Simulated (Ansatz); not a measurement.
Here is an unrelaxed guess for KGaRe₃.

```cif
data_structure
_symmetry_space_group_name_H-M 'P 1'
_symmetry_Int_Tables_number 1
_cell_length_a 4.6381
_cell_length_b 4.6381
_cell_length_c 4.6381
_cell_angle_alpha 90.000
_cell_angle_beta 90.000
_cell_angle_gamma 90.000
_cell_volume 99.77
loop_
_atom_site_label
_atom_site_type_symbol
_atom_site_fract_x
_atom_site_fract_y
_atom_site_fract_z
_atom_site_occupancy
K1 K 0.00000 0.00000 0.00000 1
Ga1 Ga 0.50000 0.50000 0.50000 1
Re1 Re 0.00000 0.50000 0.50000 1
Re2 Re 0.50000 0.00000 0.50000 1
Re3 Re 0.50000 0.50000 0.00000 1
```

All numbers below come from DFT PBE, scalar-relativistic, plane waves, PAW (Ansatz 0.2.0). Plane waves to 420 eV, a k mesh through Γ of 4×4×4 on the computed 5-atom cell and Gaussian smearing (0.10 eV); no spin polarisation.

Energies over the elements count from the elements' standard structures at the same level, with no fitted energy shifts.

Question: What does a single point on this coarse mesh give?

Answer: The pressure is 5.4 GPa (it wants to expand), the largest force is 0.00 eV/Å (symmetry fixes the atoms), and the energy is +2.34 eV/atom against the elements. The shortest distance is 2.32 Å.

Question: Is it a good guess?

Answer: A good one: relaxing gains under 0.1 eV/atom (the start's value is from the coarse mesh, so the gain is rough) in 7 ionic steps and ends at +2.31 eV/atom on the finer mesh. The symmetry stays Pm-3m (No. 221). The end has the antiperovskite type. The volume per atom grows by 4.3 %, from 20.0 to 20.8 Å³. The shortest distance goes from 2.32 Å (Ga–Re) to 2.35 Å (Ga–Re). Conventional cell: a = 4.704 Å. K is surrounded by 12 Re at 3.33 Å; Ga has 6 Re at 2.35 Å; Re is surrounded by 2 Ga at 2.35 Å, 4 K at 3.33 Å and 8 Re at 3.33 Å.

The last run used an 8×8×8 mesh for its 5-atom cell and Gaussian smearing of 0.10 eV. These runs have no spin–orbit coupling, which can matter for Re. The relaxation can't lower the symmetry of the start, and the grade says only how near the guess is to its own end. A structure relaxed within its symmetry needn't be a true minimum.
